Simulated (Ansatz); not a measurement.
Problem. Name crystals whose computed values (PBEsol in the plane-wave PAW code Ansatz) fall in these windows: B₀ by P(V) fit (GPa) 190 to 230; Θ_D (K) 300 to 430.

Solution. 

```tsv
crystal	B₀ by P(V) fit (GPa)	Θ_D (K)
SnMo2C, P6_3/mmc (Sn on 2d, Mo on 4f, C on 2a)	200	360
```
Others may fit too.

Typed or built starts, not in the databases checked: SnMo2C, P6_3/mmc (Sn on 2d, Mo on 4f, C on 2a). The cell was relaxed under the symmetry of its start. Rows with no word on spin ran without spin polarisation. Spin–orbit coupling is left out wherever it is not named.

Potentials: the earlier of the program's two PAW sets.
